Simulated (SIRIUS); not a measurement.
Worked example: self-consistent single point of TiSi2 (Fddd, 6 atoms in the cell; from Materials Project mp-2582, changed as shown) in SIRIUS.

All values come from this method and carry its errors: LDA (PW92), GBRV LDA ultrasoft pseudopotentials (plane waves; SIRIUS).

The change in words: volume scaled by 1.01. Reference geometry (Fddd):
```xyz
6
Lattice="0.0000 4.0780 4.2220 2.3666 0.0000 4.2220 2.3666 4.0780 0.0000" Properties=species:S:1:pos:R:3 pbc="T T T"
Ti     2.3666     4.0780     4.2220
Ti     3.5499     6.1170     6.3330
Si     2.3666     6.8301     4.2220
Si     2.3666     1.3259     4.2220
Si     1.1833     3.3649     2.1110
Si     1.1833     0.7131     2.1110
```

Reference input (self-consistent single point, DFT, LDA (PW92), plane waves, GBRV LDA ultrasoft pseudopotentials): parameters.ngridk = 6 6 6; parameters.xc_functionals = [XC_LDA_X, XC_LDA_C_PW]; parameters.gk_cutoff = 6.325 1/bohr; parameters.pw_cutoff = 14.143 1/bohr; parameters.smearing = fermi_dirac; parameters.smearing_width = 0.00367493 Ha; potentials = GBRV LDA ultrasoft pseudopotentials; parameters.electronic_structure_method = pseudopotential; parameters.num_bands = 24; parameters.num_mag_dims = 0; parameters.num_dft_iter = 100; parameters.energy_tol = 1e-07 Ha. This run's input differs from it in these lines:

```diff
@@ -32,5 +32,5 @@
     "lattice_vectors": [
-      [0.0, 7.7062785698, 7.9783783447],
-      [4.4721710445, 0.0, 7.9783783447],
-      [4.4721710445, 7.7062785698, 0.0]
+      [0.0, 7.7318786896, 8.0048817536],
+      [4.4870280713, 0.0, 8.0048817536],
+      [4.4870280713, 7.7318786896, 0.0]
     ],
@@ -44,10 +44,10 @@
       "Ti": [
-        [2.366571, 4.077987, 4.221976],
-        [3.5498565, 6.1169805, 6.332964]
+        [2.374433, 4.091534, 4.236001],
+        [3.5616495, 6.137301, 6.3540015]
       ],
       "Si": [
-        [2.366571, 6.8300573068, 4.221976],
-        [2.366571, 1.3259166932, 4.221976],
-        [1.1832855, 3.3649101932, 2.110988],
-        [1.1832855, 0.7130768068, 2.110988]
+        [2.374433, 6.8527466352, 4.236001],
+        [2.374433, 1.3303213648, 4.236001],
+        [1.1872165, 3.3760883648, 2.1180005],
+        [1.1872165, 0.7154456352, 2.1180005]
       ]
```

The program printed (abridged):

```
[find] density tolerance         : 1e-06
[find] total energy tolerance    : 1e-07
[find] iter_solver_tol (initial) : 0.01
[find] iter_solver_tol (target)  : 1e-13
[find] num_dft_iter              : 100
Charges and magnetic moments
--------------------------------------------------------------------------------
total charge          : 40.000000
[find] | SCF iteration   0 out of 100|
[diagonalize] iterative solver tolerance (occupied, empty): 0.01 0.01
[diagonalize] average number of iterations: 2.06522
[find] Charges and magnetic moments
[find] total charge          : 40.000000
[find] Energy
   [... lines left out ...]

[find] Charges and magnetic moments
[find] total charge          : 40.000000
[find] Energy
[find] smearing (-TS)                 :      -0.00227594
[find] Total energy                   :    -138.65104713 (Ha),    -277.30209426 (Ry)
[find] Free energy (E-TS)             :    -138.65332307 (Ha),    -277.30664613 (Ry)
[find] band gap (eV)                  :       0.00000000
[find] Efermi                         :       0.46548044
[find] iteration : 26, RMS (target) : 7.9654e-07 (1.0000e-06) , energy difference (target) : -2.8027e-10 (1.0000e-07)
[find] bands are converged : true
[find] iterative solver converged : true
[find] converged after 27 SCF iterations!
[find] Charges and magnetic moments
[find] total charge          : 40.000000
[find] Energy
[find] smearing (-TS)                 :      -0.00227594
[find] Total energy                   :    -138.65104713 (Ha),    -277.30209426 (Ry)
[find] Free energy (E-TS)             :    -138.65332307 (Ha),    -277.30664613 (Ry)
[find] band gap (eV)                  :       0.00000000
[find] Efermi                         :       0.46548044
[ground_state] === stress tensor components [kbar] ===
[ground_state] === stress_total ===
[ground_state]    21.258798    0.000000    0.000000
[ground_state]     0.000000   21.097361    0.000000
[ground_state]     0.000000    0.000000   29.234554
[ground_state] ==== total Forces in Ha/bohr =====
[ground_state] atom:    0, force:       0.0000000      0.0000000      0.0000000
[ground_state] atom:    1, force:       0.0000000      0.0000000      0.0000000
[ground_state] atom:    2, force:       0.0000000     -0.0021554     -0.0000000
[ground_state] atom:    3, force:       0.0000000      0.0021554     -0.0000000
[ground_state] atom:    4, force:      -0.0000000      0.0021554      0.0000000
[ground_state] atom:    5, force:      -0.0000000     -0.0021554      0.0000000
```

The run converged in 27 iterations. SIRIUS prints the stress tensor with tension positive. Against the reference run the free energy rises by 1.4 meV/atom, the pressure goes from -0.86 to -2.39 GPa and the largest force goes from 0.117 to 0.111 eV/Å.

The structure comes from a collection of computed structures, made at another level of theory; the collection holds predicted forms beside known ones. Its lattice was then scaled. No clean gap shows at this smearing width and mesh (spacing up to 0.28 Å⁻¹); the mesh is coarse for partly filled bands, so the values carry mesh errors.

Cost on one core: roughly 2.7 core-minutes.
